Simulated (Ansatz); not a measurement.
Start of a relaxation of BaHfH6:

```xyz
8
Lattice="3.4003 1.9632 2.2027 -3.4003 1.9632 2.2027 0.0000 -3.9264 2.2027" Properties=species:S:1:pos:R:3 pbc="T T T"
Ba    0.0000    0.0000    3.3040
Hf    0.0000    0.0000    0.0000
H     2.2653   -1.3079    3.4589
H    -2.2653   -1.3079    3.4589
H     0.0000   -2.6157    3.1491
H     2.2653    1.3079    3.1491
H    -2.2653    1.3079    3.1491
H     0.0000    2.6157    3.4589
```

All numbers below come from DFT PBE, scalar-relativistic, plane waves, PAW in Ansatz. Cutoff 420 eV, Gaussian smearing, Γ-centred meshes. Cell and atoms relax first on a coarse mesh and then on a converged one. In between, the cell is made exact in the group found at 0.06 Å. The steps can't lower the symmetry of their start. No spin polarisation.

A guess keeps its type if space group and coordination stay and the shape of the cell changes little (axis ratios within about 15 %, angles within 6°); the volume may change.

Task: Does this structure survive the relaxation?

Result: It keeps its type. The symmetry stays R-3m (No. 166). The volume per atom grows by 27.1 %, from 11.0 to 14.0 Å³. The shortest distance goes from 1.62 Å (Hf–H) to 1.96 Å (Hf–H). The ratio c/a of the conventional cell changes by a factor of 1.05. Counting neighbours within 15 % of an atom's shortest distance, the start has Ba 12, H 1, Hf 6 and the end Ba 12, H 1, Hf 6.

Formation energies are uncorrected and refer to the elements' standard structures at the same level (H₂ as a molecule).

Task: At what energy does it end?

Result: −0.119 eV/atom. Whether it is stable depends on the other phases of the system, which aren't compared here.

The last run used a 6×6×6 mesh for its 8-atom cell and Gaussian smearing of 0.02 eV. These runs have no spin–orbit coupling, which can matter for Hf. With hydrogen, zero-point motion can shift formation energies by some tens of meV/atom. A later test with randomly moved atoms led to a structure 233 meV/atom lower, so this end is a saddle point or a shallow minimum.
